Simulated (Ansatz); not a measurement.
A crystal relaxed with r2SCAN in the plane-wave code Ansatz has space group Imm2 (No. 44) and a = 3.949 Å, b = 11.875 Å, c = 5.618 Å.

```
atom  site       x       y       z
  Ga    4d  0.5000  0.1691  0.5005
   P    4d  0.0000  0.1755  0.2634
  Xx    2a  0.0000  0.0000  0.0009
   P    2b  0.5000  0.0000  0.7213
```

The r2SCAN gap is direct at Γ: 1.70 eV. With HSE06 the gap is 2.11 eV and direct, at Γ. With PBE the gap is 1.22 eV and direct, at Γ. Meshes: r2SCAN 8×8×8, HSE06 4×4×4, PBE 8×8×8.

Problem. Which element is Xx?
A. Tl
B. Al
C. In
D. B

Solution. C. Xx is In: InGa2P3, ordered on the zincblende lattice (Imm2) with 6 atoms a cell. Ga has 4 P at 2.36–2.38 Å; P has 3 Ga at 2.36–2.38 Å and 1 In at 2.55 Å; In has 4 P at 2.52–2.55 Å; P has 2 Ga at 2.36 Å and 2 In at 2.52 Å.

No spin polarisation. The prototype was imposed, so other structures may be more stable.

Spin-orbit coupling is left out, which matters wherever the heavy atoms make up the band edges.
